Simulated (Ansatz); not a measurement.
Run on RbZn (CsCl type): DFT, r2SCAN, PAW with Ansatz's default frozen-core files, scalar-relativistic (Ansatz 0.2.0). This run: cell and atoms relaxed.

The start is a guessed cell of a prototype that needn't be stable.

Command: `ansatz run input.yaml --threads 1 --pin off --max-ram 2048MiB --backend cpu --events-out ev --progress --plain --runs-dir out` It took 25 s on 1 thread of Arm Neoverse V2, with other jobs on the host, peak memory 0.59 GiB.

```yaml
crystal:
  lattice:
    - [4.6250708925, 0.0, 0.0]
    - [0.0, 4.6250708925, 0.0]
    - [0.0, 0.0, 4.6250708925]
  atoms:
    - { symbol: Rb, position: [0.0, 0.0, 0.0] }
    - { symbol: Zn, position: [0.5, 0.5, 0.5] }
kpoints:
  mp_grid: { grid: [9, 9, 9] }
scf:
  occupations: { method: fermi_dirac, width: 0.05 }
hamiltonian:
  xc: r2scan
  pseudopotentials: { kind: paw }
output:
  forces: true
  stress: true
relax:
  f_tol: 0.005
  max_steps: 50
  cell: {}
```

Output:

```
Engine: ansatz 0.2.0
Pseudopotentials: kind: paw
Pseudopotential: Rb, paw, valence charge 9, recommended cutoff 500 eV (meta_gga), Rb.paw.azcp
Pseudopotential: Zn, paw, valence charge 12, recommended cutoff 500 eV (meta_gga), Zn.paw.azcp
Functional definition: r2SCAN
  parameter k0 = 0.174
  parameter k1 = 0.065
  parameter a1 = 4.9479
  exchange = r2scan_x(k0 = k0, k1 = k1, a1 = a1)
  correlation = r2scan_c
Crystal: 2 atoms, lattice volume = 98.936 Å³
Basis set: ecut = 500 eV, 2517 PW (Γ), exchange–correlation on 144×144×144 points (64 copies of the dense FFT grid, shifted against one another)
Bands: 15, of which v1, the nominal top of the filled ones, is band 11 counted from 1 (10 counted from 0)
Symmetry: 48 space group operations
Space group: Pm-3m (ITA 221), of the structure as read, at distance tolerance 4.6e-5 Å
k-points: 35 of 729
Non-local potential: Rb, projectors of the file, l = 0: 3, l = 1: 2, l = 2: 2
Non-local potential: Zn, projectors of the file, l = 0: 2, l = 1: 2, l = 2: 3, l = 3: 1
PAW form: soft (Blöchl's): semilocal exchange-correlation on the pseudo side does not see the compensation charge
PAW frozen core: Rb, regenerated for the run's functional (the file was generated under x = pbe(κ = 0.804, μ = 0.2195149727645171), c = pbe(β = 0.06672455060314922))
PAW frozen core: Zn, regenerated for the run's functional (the file was generated under x = pbe(κ = 0.804, μ = 0.2195149727645171), c = pbe(β = 0.06672455060314922))
PAW one-centre angular grid: Rb, 302 points (default); XC on 160 Gauss nodes
PAW one-centre angular grid: Zn, 590 points (default); XC on 261 of its mesh's 2673 points in the sphere
Initial density: superposition of atomic densities (neutral atoms: chi_scale 0, normalization atom), corrected by the library's trained network
Initial wavefunctions: pseudopotential atomic-orbital guess
Functional: x = r2scan, c = r2scan; τ floored in thin density (d = 2e-4 eV/Å³)
SCF iter   1: F=—  HF=-6602.962532 eV  |F-HF|=—  |Δ(HF+E_count)|=         —  Δρ=9.55e-3  dr2=4.70e-2  dr2_τ=7.32e-4  ethr=1.77e-3  ⟨swp⟩=6.8  Hψ=3145  notcnv=0
preconditioner: auto → Kerker (q_TF=auto, 2.107 Å⁻¹)  [metal: Δε(μ)=0.060 eV  Ē_g=11.398 eV  σ=0.050 eV  W_gap=0.28  n_scr=18 (ndim 8)  ℏωp=16.3 eV  f_vac=0.000  D(μ)=1.85/eV (n_scr^D=6)]
SCF iter   2: F=—  HF=-6602.958505 eV  |F-HF|=—  |Δ(HF+E_count)|=   4.03e-3  Δρ=1.48e-3  dr2=1.01e-3  dr2_τ=2.66e-4  ethr=2.24e-4  ⟨swp⟩=2.1  Hψ=1191  notcnv=0  defer=3
SCF iter   3: F=—  HF=-6602.957008 eV  |F-HF|=—  |Δ(HF+E_count)|=   1.50e-3  Δρ=1.86e-3  dr2=1.90e-3  dr2_τ=4.48e-5  ethr=4.80e-6  ⟨swp⟩=2.0  Hψ=884  notcnv=0  defer=3
SCF iter   4: F=—  HF=-6602.957169 eV  |F-HF|=—  |Δ(HF+E_count)|=   1.60e-4  Δρ=3.83e-4  dr2=1.83e-4  dr2_τ=6.96e-6  ethr=4.80e-6  ⟨swp⟩=2.5  Hψ=832  notcnv=0  defer=3
SCF iter   5: F=—  HF=-6602.957217 eV  |F-HF|=—  |Δ(HF+E_count)|=   4.82e-5  Δρ=1.20e-4  dr2=2.24e-5  dr2_τ=1.62e-6  ethr=8.72e-7  ⟨swp⟩=2.0  Hψ=742  notcnv=0  defer=3
SCF iter   6: F=—  HF=-6602.957221 eV  |F-HF|=—  |Δ(HF+E_count)|=   4.61e-6  Δρ=3.11e-5  dr2=2.00e-6  dr2_τ=2.05e-7  ethr=1.06e-7  ⟨swp⟩=2.3  Hψ=919  notcnv=0  defer=3
SCF iter   7: F=—  HF=-6602.957222 eV  |F-HF|=—  |Δ(HF+E_count)|=   5.41e-7  Δρ=1.11e-5  dr2=2.07e-7  dr2_τ=1.59e-9  ethr=9.50e-9  ⟨swp⟩=2.9  Hψ=801  notcnv=0  defer=3
SCF iter   8: F=-6602.957222 eV  HF=-6602.957222 eV  |F-HF|=2.76e-8  |Δ(HF+E_count)|=   2.62e-7  Δρ=3.35e-6  dr2=1.66e-8  dr2_τ=1.57e-10  ethr=4.76e-10  ⟨swp⟩=5.0  Hψ=1878  notcnv=0
SCF 1 converged in 8 iterations: F = -6602.957222 eV  dr2 = 1.66e-8
  greatest PAW one-centre occupation: 0.984 electrons in one spin orbital (limit 2), on the Zn atom at site 1 (counted from 0), in its partial waves of l = 2
relax step   1: F+E_penalty+E_count = -6602.95722228 eV  Δ(F+E_penalty+E_count) = +0.000e0 eV  max|allowed force component| = 3.139e-30 eV/Å  Δτ_max = 0.0000 Å  P = -1.009 GPa  Ω = 98.936 Å³  (8 SCF iters, dr2 threshold 1.00e-7 eV, accepted)
Crystal: 2 atoms, lattice volume = 96.108 Å³
Basis set: ecut = 500 eV, 2469 PW (Γ), exchange–correlation on 144×144×144 points (64 copies of the dense FFT grid, shifted against one another)
Initial density: handed on by an earlier stage of this run
Initial wavefunctions: those handed on with the density
iter 1 solved again at ethr=1.08e-6 eV; its pass at ethr=3.10e-3 eV (dr2=2.26e-4 eV) is discarded
SCF iter   1: F=—  HF=-6602.959939 eV  |F-HF|=—  |Δ(HF+E_count)|=         —  Δρ=5.56e-4  dr2=2.32e-4  dr2_τ=2.49e-3  ethr=1.08e-6  ⟨swp⟩=3.0  Hψ=4086  notcnv=0
preconditioner: auto → Kerker (q_TF=auto, 2.117 Å⁻¹)  [metal: Δε(μ)=0.073 eV  Ē_g=11.232 eV  σ=0.050 eV  W_gap=0.33  n_scr=18 (ndim 8)  ℏωp=16.5 eV  f_vac=0.000  D(μ)=1.90/eV (n_scr^D=6)]
SCF iter   2: F=—  HF=-6602.974377 eV  |F-HF|=—  |Δ(HF+E_count)|=   1.44e-2  Δρ=2.87e-4  dr2=2.34e-4  dr2_τ=1.40e-6  ethr=1.08e-6  ⟨swp⟩=2.7  Hψ=1110  notcnv=0
SCF iter   3: F=—  HF=-6602.974362 eV  |F-HF|=—  |Δ(HF+E_count)|=   1.54e-5  Δρ=2.12e-4  dr2=1.44e-4  dr2_τ=1.64e-7  ethr=1.08e-6  ⟨swp⟩=1.3  Hψ=535  notcnv=0
SCF iter   4: F=—  HF=-6602.974310 eV  |F-HF|=—  |Δ(HF+E_count)|=   5.22e-5  Δρ=1.51e-4  dr2=1.69e-5  dr2_τ=2.69e-7  ethr=6.88e-7  ⟨swp⟩=2.0  Hψ=749  notcnv=0
SCF iter   5: F=—  HF=-6602.974309 eV  |F-HF|=—  |Δ(HF+E_count)|=   5.11e-7  Δρ=5.38e-5  dr2=1.09e-5  dr2_τ=6.09e-8  ethr=8.05e-8  ⟨swp⟩=2.0  Hψ=750  notcnv=0
SCF iter   6: F=—  HF=-6602.974306 eV  |F-HF|=—  |Δ(HF+E_count)|=   3.39e-6  Δρ=1.67e-5  dr2=2.92e-7  dr2_τ=4.05e-8  ethr=5.21e-8  ⟨swp⟩=2.1  Hψ=755  notcnv=0
SCF iter   7: F=-6602.974306 eV  HF=-6602.974306 eV  |F-HF|=1.27e-7  |Δ(HF+E_count)|=   4.33e-7  Δρ=9.03e-6  dr2=7.93e-8  dr2_τ=1.13e-9  ethr=9.52e-10  ⟨swp⟩=4.1  Hψ=1777  notcnv=0
SCF 2 converged in 7 iterations: F = -6602.974306 eV  dr2 = 7.93e-8
relax step   2: F+E_penalty+E_count = -6602.97430650 eV  Δ(F+E_penalty+E_count) = -1.708e-2 eV  max|allowed force component| = 1.689e-29 eV/Å  Δτ_max = 0.0000 Å  P = -0.896 GPa  Ω = 96.108 Å³  energy of the carried Pulay correction = +2.387e-4 eV  (7 SCF iters, dr2 threshold 2.00e-7 eV, accepted)
Crystal: 2 atoms, lattice volume = 82.602 Å³
Basis set: ecut = 500 eV, 2103 PW (Γ), exchange–correlation on 144×144×144 points (64 copies of the dense FFT grid, shifted against one another)
iter 1 solved again at ethr=4.42e-5 eV; its pass at ethr=3.10e-3 eV (dr2=9.29e-3 eV) is discarded
[... lines left out ...]
Initial wavefunctions: pseudopotential atomic-orbital guess (no wavefunctions were taken with the density)
iter 1 solved again at ethr=9.63e-7 eV; its pass at ethr=3.10e-3 eV (dr2=2.02e-4 eV) is discarded
SCF iter   1: F=—  HF=-6603.016611 eV  |F-HF|=—  |Δ(HF+E_count)|=         —  Δρ=1.44e-4  dr2=2.21e-6  dr2_τ=1.34e-5  ethr=9.63e-7  ⟨swp⟩=3.0  Hψ=4668  notcnv=0
preconditioner: auto → Kerker (q_TF=auto, 2.172 Å⁻¹)  [metal: Δε(μ)=0.029 eV  Ē_g=11.438 eV  σ=0.050 eV  W_gap=0.14  n_scr=18 (ndim 8)  ℏωp=17.8 eV  f_vac=0.000  D(μ)=2.42/eV (n_scr^D=18)]
SCF iter   2: F=—  HF=-6603.016620 eV  |F-HF|=—  |Δ(HF+E_count)|=   9.30e-6  Δρ=9.76e-5  dr2=2.13e-6  dr2_τ=7.50e-7  ethr=1.05e-8  ⟨swp⟩=2.0  Hψ=866  notcnv=0
SCF iter   3: F=—  HF=-6603.016623 eV  |F-HF|=—  |Δ(HF+E_count)|=   2.45e-6  Δρ=2.61e-5  dr2=8.22e-8  dr2_τ=1.03e-7  ethr=1.02e-8  ⟨swp⟩=2.0  Hψ=749  notcnv=0
SCF iter   4: F=—  HF=-6603.016623 eV  |F-HF|=—  |Δ(HF+E_count)|=   2.12e-7  Δρ=4.15e-6  dr2=1.19e-8  dr2_τ=7.99e-10  ethr=3.91e-10  ⟨swp⟩=2.0  Hψ=894  notcnv=0
SCF iter   5: F=—  HF=-6603.016623 eV  |F-HF|=—  |Δ(HF+E_count)|=   2.07e-8  Δρ=1.30e-6  dr2=1.56e-9  dr2_τ=2.25e-10  ethr=5.69e-11  ⟨swp⟩=2.0  Hψ=895  notcnv=0
SCF iter   6: F=—  HF=-6603.016623 eV  |F-HF|=—  |Δ(HF+E_count)|=   2.98e-9  Δρ=5.97e-7  dr2=4.10e-10  dr2_τ=2.39e-11  ethr=7.43e-12  ⟨swp⟩=3.0  Hψ=873  notcnv=0
SCF iter   7: F=—  HF=-6603.016623 eV  |F-HF|=—  |Δ(HF+E_count)|=   1.22e-9  Δρ=2.21e-7  dr2=3.44e-11  dr2_τ=4.31e-13  ethr=1.95e-12  ⟨swp⟩=2.0  Hψ=863  notcnv=0
SCF iter   8: F=-6603.016623 eV  HF=-6603.016623 eV  |F-HF|=0.00e0  |Δ(HF+E_count)|=  1.46e-10  Δρ=5.62e-8  dr2=2.97e-12  dr2_τ=7.73e-13  ethr=1.00e-12  ⟨swp⟩=6.8  Hψ=2383  notcnv=0
SCF 4 converged in 8 iterations: F = -6603.016623 eV  dr2 = 2.97e-12
relax step   4: F+E_penalty+E_count = -6603.01662307 eV  Δ(F+E_penalty+E_count) = +9.496e-4 eV  max|allowed force component| = 5.251e-30 eV/Å  Δτ_max = 0.0000 Å  P = +0.009 GPa  Ω = 82.602 Å³  stress off target by 8.91e-3 GPa  SCF on the basis re-selected at this cell (its energy is not comparable with the rows above)  (8 SCF iters)
basis re-selected at this cell: Δ(F+E_penalty+E_count) = +9.496e-4 eV, ΔP = -0.009 GPa vs the last step (what re-selecting the basis moved, of the pressure what is left beyond the Pulay correction that the steps carried, after the strain that the cell walked since its last selection, with what the two solves' SCF thresholds leave and, on support functions, any second-order correction that the steps lacked; it is no measure of the basis error at this ecutwfc). The dense FFT grid was sized anew with the basis: this SCF ran on 32×32×32 points, the steps before it on 36×36×36, so part of this shift can come from that change (see relax.cell in the input reference). This SCF's stress stands 8.91e-3 GPa from its target on what of the cell is left free (relax.cell.stress_tol is 5.00e-2 GPa) and its largest allowed force component is 5.25e-30 eV/Å (relax.f_tol is 5.00e-3 eV/Å): within both
SCF converged after 8 iterations
Free energy (F): -6603.016623 eV
Harris-Foulkes:  -6603.016623 eV  (|F-HF|=0.00e0)
Internal energy: -6602.997355 eV  (E = F + TS)
E sigma→0 (E₀):  -6603.006989 eV
Entropy (-TS):   -0.019268 eV (-9.634 meV/atom)
Fermi energy:    4.435594 eV
--- Per-component energies (eV) ---
  E_band       = -128.148263
  E_kinetic    = 321.194085
  E_local      = -2679.192727  (includes V_loc(G=0)·N_el)
  E_nonlocal   = 787.399315
  E_hartree    = 1037.675573
  E_xc         = -246.197385
  E_vxc        = -201.638600  (∫ρ·V_xc dr)
  E_paw        = -4481.796312  (= ΣΔE_a)
  E_vpaw       = -442.836981  (= ΣTr[D̂ρ^β])
  E_aug_tail   = -0.000047  (compensation charges beyond the density's cutoff)
  E_vtau       = 11.575554  (kinetic-family band-sum trace: ∫τ·v_τ [+ j·A + Jᵃ·Aᵃ] dr)
  E_ewald      = -1341.750310
  E_core_change = -0.329546  (= ΣΔE_core)
  E_smearing   = -0.019268  (= −TS)
  E_closure    = 0.000000  (closes the sum)
  Σ components = -6603.016623   (vs F -6603.016623, Δ=0.00e0)
--- Forces (eV/Å), atoms counted from 1 ---
  atom   1  Rb    -0.00000000    -0.00000000     0.00000000
  atom   2  Zn    -0.00000000    -0.00000000     0.00000000
  max |Σ_I F_I| component: 1.06e-29 eV/Å
--- Stress (GPa, compression-positive) ---
        0.008907       0.000000       0.000000
        0.000000       0.008907       0.000000
        0.000000       0.000000       0.008907
  P = ⅓ Tr σ = 0.0089 GPa (0.089 kbar)
--- Relaxed structure (3 steps of the walk, 3 accepted, 1 SCFs on fresh bases) ---
  F+E_penalty+E_count = -6603.01662307 eV   max|allowed force component| = 5.251e-30 eV/Å   (the final SCF, on the basis selected at the relaxed cell)
  cell:  # Å, volume = 82.6024 Å³
    - [4.355094107668097, -7.06575548347067e-33, 1.2839532962581572e-34]
    - [-7.06575548347067e-33, 4.355094107668097, 0.0]
    - [1.2839532962581572e-34, 0.0, 4.355094107668097]
  atoms:
    - { symbol: Rb, position: [-2.7760726829782846e-35, 2.3856874617932305e-36, 2.602568140105936e-36] }
    - { symbol: Zn, position: [0.5, 0.5, 0.5] }
```

Next run, as changes to the input before:

```diff
   lattice:
-    - [4.6250708925, 0.0, 0.0]
-    - [0.0, 4.6250708925, 0.0]
-    - [0.0, 0.0, 4.6250708925]
+    - [4.3550941077, 0.0, 0.0]
+    - [0.0, 4.3550941077, 0.0]
+    - [0.0, 0.0, 4.3550941077]
   atoms:
   stress: true
-relax:
-  f_tol: 0.005
-  max_steps: 50
-  cell: {}
+  eigenvalues: true
+  efg: { contact_densities: true }
+  populations: true
+  bader: true
+  dos: { projected: true, de: 0.2, e_range: [-14, 8] }
+  write_density: true
+  write_potential: true
+  elf: true
+  volumetric_format: npy
```

Results part of the output:

```
SCF 1 converged in 8 iterations: F = -6603.016623 eV  dr2 = 1.60e-8
  greatest PAW one-centre occupation: 0.983 electrons in one spin orbital (limit 2), on the Zn atom at site 1 (counted from 0), in its partial waves of l = 2
SCF converged after 8 iterations
Free energy (F): -6603.016623 eV
Harris-Foulkes:  -6603.016623 eV  (|F-HF|=2.85e-8)
Internal energy: -6602.997356 eV  (E = F + TS)
E sigma→0 (E₀):  -6603.006989 eV
Entropy (-TS):   -0.019267 eV (-9.634 meV/atom)
Fermi energy:    4.435716 eV
--- Per-component energies (eV) ---
  E_band       = -128.145882
  E_kinetic    = 321.193756
  E_local      = -2679.190701  (includes V_loc(G=0)·N_el)
  E_nonlocal   = 787.398463
  E_hartree    = 1037.674182
  E_xc         = -246.197370
  E_vxc        = -201.638557  (∫ρ·V_xc dr)
  E_paw        = -4481.795783  (= ΣΔE_a)
  E_vpaw       = -442.837830  (= ΣTr[D̂ρ^β])
  E_aug_tail   = -0.000047  (compensation charges beyond the density's cutoff)
  E_vtau       = 11.575540  (kinetic-family band-sum trace: ∫τ·v_τ [+ j·A + Jᵃ·Aᵃ] dr)
  E_ewald      = -1341.750310
  E_core_change = -0.329546  (= ΣΔE_core)
  E_smearing   = -0.019267  (= −TS)
  E_closure    = 0.000000  (closes the sum)
  Σ components = -6603.016623   (vs F -6603.016623, Δ=0.00e0)
--- Forces (eV/Å), atoms counted from 1 ---
  atom   1  Rb    -0.00000000     0.00000000     0.00000000
  atom   2  Zn     0.00000000     0.00000000     0.00000000
  max |Σ_I F_I| component: 1.38e-29 eV/Å
--- Stress (GPa, compression-positive) ---
        0.008927       0.000000       0.000000
       -0.000000       0.008927       0.000000
        0.000000       0.000000       0.008927
  P = ⅓ Tr σ = 0.0089 GPa (0.089 kbar)
--- PAW observables at the nuclei: V_zz in 10²¹ V/m², potentials from the cell's mean, atoms counted from 1 ---
  atom   1  Rb V_zz =    +0.000000   η = 0.0000   by run symmetry: forbidden
            electrostatic potential = -5301.943594 V   contact ρ = 361695.998171 e/Å³
  atom   2  Zn V_zz =    -0.000000   η = 0.0000   by run symmetry: forbidden
            electrostatic potential = -3939.059950 V   contact ρ = 166492.803166 e/Å³
--- Band table (eV; the first three rows and the last of 35) ---
  k-point 0: bands = ["-24.9704", "-8.4413", "-8.4413", "-8.4413", "-3.2486", "-3.2486", "-3.2098", "-3.2098", "-3.2098", "-0.8017", "7.2253", "7.2253", "7.7064", "7.7064", "7.7064"]
  k-point 1: bands = ["-24.9692", "-8.4704", "-8.4389", "-8.4389", "-3.2480", "-3.2435", "-3.2105", "-3.2105", "-3.2096", "-0.6945", "6.3332", "7.3005", "7.6508", "7.6508", "8.1541"]
  k-point 2: bands = ["-24.9662", "-8.5428", "-8.4327", "-8.4327", "-3.2466", "-3.2306", "-3.2122", "-3.2122", "-3.2090", "-0.3918", "5.0922", "7.5101", "7.5101", "7.5163", "8.8306"]
  k-point 34: bands = ["-24.9418", "-8.5943", "-8.5931", "-8.5931", "-3.2252", "-3.2233", "-3.2233", "-3.1827", "-3.1827", "1.7501", "4.4630", "4.4630", "4.6552", "9.2518", "9.4718"]
--- Löwdin populations: 2 sites ---
  site symbol       q [e]
     0     Rb      8.9737
     1     Zn     11.7375
  spilling = 0.013751 (of n_electrons = 21.000000)
--- Bader charges: 2 sites ---
  site symbol  charge [e]  shift [e]
     0     Rb      0.6369     0.0000
     1     Zn     -0.6369     0.0000
  estimated error of the sums over rays = 7.9e-5 e
```

Next run (volume at 0.6 of the series' base cell), as changes to the input before:

```diff
   lattice:
-    - [4.3550941077, 0.0, 0.0]
-    - [0.0, 4.3550941077, 0.0]
-    - [0.0, 0.0, 4.3550941077]
+    - [3.6732286309, 0.0, 0.0]
+    - [0.0, 3.6732286309, 0.0]
+    - [0.0, 0.0, 3.6732286309]
   atoms:
   mp_grid: { grid: [9, 9, 9] }
+  band_path:
+    path:
+      - [0.0, 0.0, 0.0]
+      - [0.0, 0.5, 0.0]
+      - [0.5, 0.5, 0.0]
+      - [0.0, 0.0, 0.0]
+      - [0.5, 0.5, 0.5]
+      - [0.0, 0.5, 0.0]
+      - [0.5, 0.5, 0.5]
+      - [0.5, 0.5, 0.0]
+    npoints: 14
 scf:
   eigenvalues: true
-  efg: { contact_densities: true }
   populations: true
   bader: true
-  dos: { projected: true, de: 0.2, e_range: [-14, 8] }
   write_density: true
```

Results part of the output:

```
SCF 1 converged in 7 iterations: F = -6602.242843 eV  dr2 = 5.13e-9
  greatest PAW one-centre occupation: 0.982 electrons in one spin orbital (limit 2), on the Zn atom at site 1 (counted from 0), in its partial waves of l = 2
NSCF: frozen V_eff on 99 k-points
SCF converged after 7 iterations
Free energy (F): -6602.242843 eV
Harris-Foulkes:  -6602.242843 eV  (|F-HF|=4.06e-9)
Internal energy: -6602.225372 eV  (E = F + TS)
E sigma→0 (E₀):  -6602.234107 eV
Entropy (-TS):   -0.017471 eV (-8.735 meV/atom)
Fermi energy:    8.860151 eV
--- Per-component energies (eV) ---
  E_band       = -37.761016
  E_kinetic    = 327.662151
  E_local      = -2272.555432  (includes V_loc(G=0)·N_el)
  E_nonlocal   = 785.601401
  E_hartree    = 877.711161
  E_xc         = -250.098420
  E_vxc        = -206.559601  (∫ρ·V_xc dr)
  E_paw        = -4479.395735  (= ΣΔE_a)
  E_vpaw       = -438.596973  (= ΣTr[D̂ρ^β])
  E_aug_tail   = -0.000054  (compensation charges beyond the density's cutoff)
  E_vtau       = 11.262038  (kinetic-family band-sum trace: ∫τ·v_τ [+ j·A + Jᵃ·Aᵃ] dr)
  E_ewald      = -1590.820898
  E_core_change = -0.329546  (= ΣΔE_core)
  E_smearing   = -0.017471  (= −TS)
  E_closure    = 0.000000  (closes the sum)
  Σ components = -6602.242843   (vs F -6602.242843, Δ=0.00e0)
--- Forces (eV/Å), atoms counted from 1 ---
  atom   1  Rb    -0.00000000     0.00000000     0.00000000
  atom   2  Zn     0.00000000    -0.00000000    -0.00000000
  max |Σ_I F_I| component: 5.00e-29 eV/Å
--- Stress (GPa, compression-positive) ---
       11.730701      -0.000000       0.000000
       -0.000000      11.730701       0.000000
        0.000000       0.000000      11.730701
  P = ⅓ Tr σ = 11.7307 GPa (117.307 kbar)
--- Band table (eV; the first three rows and the last of 35) ---
  k-point 0: bands = ["-20.3803", "-3.6482", "-3.6482", "-3.6482", "0.7589", "0.7589", "0.9252", "0.9252", "0.9252", "2.5050", "11.4259", "11.4259", "14.0572", "14.0572", "14.0572"]
  k-point 1: bands = ["-20.3705", "-3.8036", "-3.6385", "-3.6385", "0.7622", "0.7820", "0.9263", "0.9275", "0.9275", "2.7397", "11.1083", "11.5199", "13.7695", "13.7695", "14.0425"]
  k-point 2: bands = ["-20.3457", "-4.1631", "-3.6137", "-3.6137", "0.7708", "0.8391", "0.9291", "0.9340", "0.9340", "3.3644", "10.0102", "11.7882", "13.1594", "13.1594", "14.7420"]
  k-point 34: bands = ["-20.1524", "-4.2931", "-4.2872", "-4.2872", "0.9429", "0.9589", "0.9589", "1.0081", "1.0081", "6.5986", "8.0292", "8.0292", "8.9068", "16.6494", "16.8655"]
--- Löwdin populations: 2 sites ---
  site symbol       q [e]
     0     Rb      8.8291
     1     Zn     11.6381
  spilling = 0.025372 (of n_electrons = 21.000000)
--- Bader charges: 2 sites ---
  site symbol  charge [e]  shift [e]
     0     Rb      0.5391     0.0000
     1     Zn     -0.5391     0.0000
  estimated error of the sums over rays = 1.3e-4 e
```

The PAW files were made under PBE.
